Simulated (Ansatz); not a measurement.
Data:

TiC:
Space group Fm-3m (No. 225); a = b = c = 4.293 Å, α = β = γ = 90.00°

| atom | site | symmetry | x | y | z |
|---|---|---|---|---|---|
| Ti | 4a | m-3m | 0.0000 | 0.0000 | 0.0000 |
| C | 4b | m-3m | 0.5000 | 0.5000 | 0.5000 |
(The calculation used a cell of 2 atoms; values per cell refer to that cell.)

This is the PBEsol-relaxed structure.

Problem. All from plane-wave PAW PBEsol (Ansatz code), unless another level is named. Estimate the Poisson's ratio.

Solution. 0.21.

Problem. Predict the elastic constants (relaxed ions, GPa).

Solution. C11 = 555, C12 = 124, C44 = 173.

Problem. Give the highest zone-centre frequency.

Solution. 542 cm^-1.

The PBEsol relaxation kept the symmetry of its start; of distortions, only those at the zone centre were tested. The run is not spin-polarised. As this level gives no gap, shear constants depend on the k-mesh and smearing (Fermi–Dirac, 0.1 eV here). As this level gives no gap, phonon frequencies hold no LO–TO term and depend on the k-mesh and smearing (Fermi–Dirac, 0.1 eV here).

Potentials: the earlier of the program's two PAW sets.
